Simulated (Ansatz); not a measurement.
5 guesses for NbPdSe₃ and where they end

Method: DFT PBE, scalar-relativistic, plane waves, PAW (Ansatz). All cells share a 420 eV cutoff and Γ-centred k meshes spaced at most about 0.3 Å⁻¹ (about 0.25 or finer for metals, 2π included). Collinear spin in cells that started with moments and kept them past the coarse steps, no spin elsewhere.

Each guess was relaxed in cell and atoms at zero pressure, within the symmetry of its start. All energies are static (0 K, no zero-point motion). Coordination counts Se atoms around Nb and Pd (those within 1.25 times the shortest such distance or 1.15 times the sum of covalent radii, 1.27 where that leaves under three; a plus sign parts nearer from farther groups; the shortest distance is added where it exceeds 1.18 times the sum of covalent radii).

```csv
guess,made from,start group,V start (Å³/atom),end group,V end (Å³/atom),coordination at the end,gap on mesh (eV),largest moment (μB),E over the lowest end (meV/atom)
1,GdBPd3 type,Pm-3m,20.7,Pm-3m (cubic perovskite),22.5,"Nb 12 from 3.4 Å, Pd 6",0,-,1041
2,random cell,P6/mmm,28.5,P6/mmm,26.7,"Nb 6, Pd 12 from 3.7 Å",0,-,807
3,random cell,P6/mmm,44.7,?,?,?,?,?,?
4,CsInBr3 type,P4mm,23.6,P4mm,31.0,"Nb 1+4, Pd 4",0,-,0
5,random cell,P-6m2,24.3,P-6m2,28.2,"Nb 6, Pd 3",0,-,210
```

Guess 3 as it starts:

```cif
data_structure
_symmetry_space_group_name_H-M 'P 1'
_symmetry_Int_Tables_number 1
_cell_length_a 7.3399
_cell_length_b 7.3399
_cell_length_c 4.7897
_cell_angle_alpha 90.000
_cell_angle_beta 90.000
_cell_angle_gamma 120.000
_cell_volume 223.47
loop_
_atom_site_label
_atom_site_type_symbol
_atom_site_fract_x
_atom_site_fract_y
_atom_site_fract_z
_atom_site_occupancy
Nb1 Nb 0.00000 0.00000 0.00000 1
Pd1 Pd 0.00000 0.00000 0.50000 1
Se1 Se 0.50000 0.00000 0.50000 1
Se2 Se 0.00000 0.50000 0.50000 1
Se3 Se 0.50000 0.50000 0.50000 1
```

Problem. Predict the end of this guess and its energy over the lowest end.

Solution. It ends in space group P6/mmm (No. 191), with a = 5.601 Å, c = 5.057 Å, 27.5 Å³/atom and no gap, with moments up to 1.9 μB. It lies 1.34 eV/atom over the lowest end, above guess 1 and so the highest of the set. Counting Se atoms around Nb and Pd, this end has Nb 12 from 3.8 Å, Pd 6 and the lowest (guess 4) has Nb 1+4, Pd 4.

```xyz
5
Lattice="5.6014 0.0000 0.0000 -2.8007 4.8510 0.0000 0.0000 0.0000 5.0566" Properties=species:S:1:pos:R:3 pbc="T T T"
Nb    0.0000    0.0000    0.0000
Pd    0.0000    0.0000    2.5283
Se    2.8007    0.0000    2.5283
Se   -1.4004    2.4255    2.5283
Se    1.4004    2.4255    2.5283
```

The zero of energy is the elements' standard structures at the same level; no fitted shifts are applied.

Problem. Is the lowest end bound against the elements?

Solution. Yes: its formation energy is −0.38 eV/atom. A negative formation energy is needed for stability but isn't enough: competing phases decide.

No dispersion correction is applied, so the spacing and binding between layers, chains or molecules are poorly described (P4mm, P-6m2), and this can change margins and order among such cells. In P4mm, P-6m2, P6/mmm at 26.7 Å³/atom, Pm-3m an odd number of electrons in the primitive cell allows no gap without spin; a larger cell or a magnetic state could open one. A magnetic state wasn't ruled out in cells without spin, among them P4mm. The reference form of Se is held partly by dispersion forces, which this level lacks. The magnetic state reached may not be the lowest. Cells relaxed within their symmetry can be saddle points. A lower structure may well exist outside this small set. Some types were kept out of the candidates beforehand, so the set may lack a known form.
